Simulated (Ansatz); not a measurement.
# Structure optimisation: caesium, hcp

All numbers below come from Ansatz 0.2.0, DFT, LDA (PW92), plane waves (420 eV) with PAW, scalar-relativistic. (PAW data from PBE, frozen cores regenerated.)

k-point mesh 7×7×4, Fermi-Dirac smearing 0.1 eV, no spin polarisation. Cell and atoms relax.

Starting structure:

```yaml
crystal:
  lattice:
    - [5.385475234, 0.0, 0.0]
    - [-2.692737617, 4.6639583641, 0.0]
    - [0.0, 0.0, 8.7944810571]
  atoms:
    - { symbol: Cs, position: [0.3333333333, 0.6666666667, 0.25] }
    - { symbol: Cs, position: [0.6666666667, 0.3333333333, 0.75] }
hamiltonian:
  xc: lda
  pseudopotentials:
    kind: paw
    azcp:
      Cs: "pseudopotentials/Cs.paw.azcp"
basis:
  ecutwfc: 420
  fft_grid_basis: typed
kpoints:
  mp_grid: { grid: [7, 7, 4], shift: [0, 0, 0] }
magnetization:
  spin_polarized: false
scf:
  occupations: { method: fermi_dirac, width: 0.1 }
relax:
  max_steps: 60
  f_tol: 0.01
  cell: {}
```

Question: The pressure at the start is -0.3 GPa. By how much does the volume change?

Answer: From 110.45 to 96.16 Å³ per atom, -12.9 %. The final cell has a = 5.138 Å, c = 8.411 Å (c/a = 1.637).

Question: How much energy does the relaxation gain?

Answer: 13.6 meV per atom.
